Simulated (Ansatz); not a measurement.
## Relaxing a structure of Hf

The start is a generated cell, Hf built in the bcc structure type. The cell and all atomic positions are relaxed at zero pressure with r2SCAN (plane waves to 500 eV, PAW, scalar-relativistic; Ansatz, a first-principles code). The first steps use a coarse 13×13×13 k-mesh.

Input geometry:
```yaml
crystal:
  lattice:
    - [-1.77705, 1.77705, 1.77705]
    - [1.77705, -1.77705, 1.77705]
    - [1.77705, 1.77705, -1.77705]
  atoms:
    - { symbol: Hf, position: [0.00000, 0.00000, 0.00000] }
```

**Question.** By how much does the energy per atom fall from start to end?

**Answer.** Under 0.01 eV/atom.

**Question.** Is the relaxed structure metallic? Give its gap.

**Answer.** Zero (metallic).

The space group stays Im-3m (No. 229) (the run could not lower it); the end is bcc (W type), with 1 atom in the primitive cell. Final values are on a 18×18×18 k-mesh of the relaxed cell. No spin polarisation in the result.

The run could not lose the symmetry of its start.

This is a known allotrope of Hf, reached from a generated start. Known forms of Hf include space group No. 194.
